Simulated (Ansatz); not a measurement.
# A sublattice moved along a line in Ta2O5

Theory: DFT r2SCAN, scalar-relativistic, plane waves, PAW (Ansatz). Settings: plane waves to 500 eV, k-mesh 8×8×4 (Γ-centred), Gaussian smearing 0.05 eV. Spin–orbit coupling is left out, which matters for the heavy elements here. No spin polarisation. Energies are free energies at this smearing, counted from the undisturbed cell; pressure is positive in compression.

Reference structure (relaxed at this level; it needn't be the usual structure):

```xyz
7
Lattice="3.6657 0.0000 0.0000 0.0000 3.8573 0.0000 0.0000 0.0000 6.4562" Properties=species:S:1:pos:R:3 pbc="T T T"
Ta    1.8328    0.0000    3.2281
Ta    0.0000    0.0000    0.0000
O     1.8328    1.9287    3.2281
O     0.0000    0.0000    4.3881
O     0.0000    1.9287    0.0000
O     1.8328    0.0000    0.0000
O     0.0000    0.0000    2.0681
```

Every Ta atom is moved by x along the Cartesian unit vector (0.000, 1.000, 0.000); the cell and all other atoms stay fixed.

```csv
x (Å),ΔE (meV/cell),force along x on the moved atoms (eV/Å),pressure (GPa),gap on the mesh (eV)
-0.5000,9127.9,70.02,54.8,2.25
-0.2500,642.3,10.22,?,?
0.0000,0.0,0.00,0.0,0.64
0.0625,-3.5,0.00,0.6,0.77
0.1250,27.0,-1.26,2.4,1.05
0.1875,195.5,-4.51,5.7,1.26
0.3125,1533.6,-18.82,17.6,1.85
0.3750,3067.9,-30.92,26.9,2.18
0.4375,5491.7,-47.49,?,?
```

By symmetry 0.5000 repeats -0.5000, -0.3750 repeats 0.3750, 0.2500 repeats -0.2500, -0.1250 repeats 0.1250 in energy, with the opposite slope along the path.

Give the withheld values.

pressure (GPa) at x (Å) = -0.2500: 10.7; gap on the mesh (eV) at x (Å) = -0.2500: 1.53; pressure (GPa) at x (Å) = 0.4375: 39.0; gap on the mesh (eV) at x (Å) = 0.4375: 2.29.